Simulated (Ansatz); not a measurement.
**Al$_{2}$GaP$_{3}$ (P3m1) at 2 levels of theory**

One geometry, relaxed with PBE; plane waves with PAW potentials in Ansatz, scalar-relativistic. No spin polarisation. Gaps are the least over mesh and band path; pressure is positive in compression, and isn't given for hybrids.

```xyz
6
Lattice="3.8940 0.0000 0.0000 -1.9470 3.3723 0.0000 0.0000 0.0000 9.5393" Properties=species:S:1:pos:R:3 pbc="T T T"
Al    0.0000    0.0000    0.0012
Al    0.0000    2.2482    6.3607
Ga    1.9470    1.1241    3.1781
P     0.0000    0.0000    7.1536
P     0.0000    2.2482    3.9800
P     1.9470    1.1241    0.7898
```

```csv
level,cutoff (eV),k mesh,gap (eV),pressure (GPa)
PBE,420,12×12×4,1.61,0.0
```

Task: What comes out on the same cell with HSE06?

Result:
| level | cutoff (eV) | k mesh | gap (eV) | pressure (GPa) |
| --- | --- | --- | --- | --- |
| HSE06 | 420 | 6×6×2 | 2.27 | - |

The cell was found from a structure generator's guess, not taken from experiment.
